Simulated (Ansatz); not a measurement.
SiO₂:
```xyz
12
Lattice="5.0281 0.0000 0.0000 0.0000 5.0281 0.0000 0.0000 0.0000 7.0097" Properties=species:S:1:pos:R:3 pbc="T T T"
Si     3.5293     3.5293     3.5048
Si     4.0128     1.0153     5.2573
Si     1.4988     1.4988     0.0000
Si     1.0153     4.0128     1.7524
O      4.5154     3.8235     2.2546
O      3.7186     2.0014     4.0070
O      0.5126     1.2046     5.7594
O      1.3094     3.0267     0.5022
O      2.0014     3.7186     3.0026
O      1.2046     0.5126     1.2502
O      3.0267     1.3094     6.5075
O      3.8235     4.5154     4.7551
```

Relaxed with PBEsol. Special points in fractions of this cell's reciprocal vectors: Γ (0.000, 0.000, 0.000); X (0.000, 0.500, 0.000); M (0.500, 0.500, 0.000); Z (0.000, 0.000, 0.500); R (0.000, 0.500, 0.500); A (0.500, 0.500, 0.500).

**Question.** List the band energies nearest the valence-band maximum at these points for plane-wave PAW PBEsol (Ansatz code).

**Answer.** In eV from the valence-band maximum; about four levels below and three above (degenerate sets whole), none deeper than 8.9 eV; points with the same levels are listed once.

| k | below | above |
|---|---|---|
| Γ | -0.68 -0.29 -0.29 0.00 | 5.57 8.67 8.67 |
| X | -0.64 -0.64 -0.48 -0.48 | 7.57 7.57 9.13 9.13 |
| M | -0.59 -0.59 -0.55 -0.55 | 8.56 8.56 8.66 8.66 |
| Z | -0.52 -0.52 -0.39 -0.39 | 6.80 6.80 9.27 9.27 |
| R | -0.92 -0.92 -0.17 -0.17 | 7.83 7.83 8.84 8.84 |
| A | -0.63 -0.63 -0.63 -0.63 | 9.07 9.07 9.07 9.07 |

Space group P4_12_12. The PBEsol relaxation kept the symmetry of its start.

Potentials: the earlier of the program's two PAW sets. The files were generated under PBE; for other functionals the program regenerates the frozen cores, and for LDA and PBEsol the local potential too.
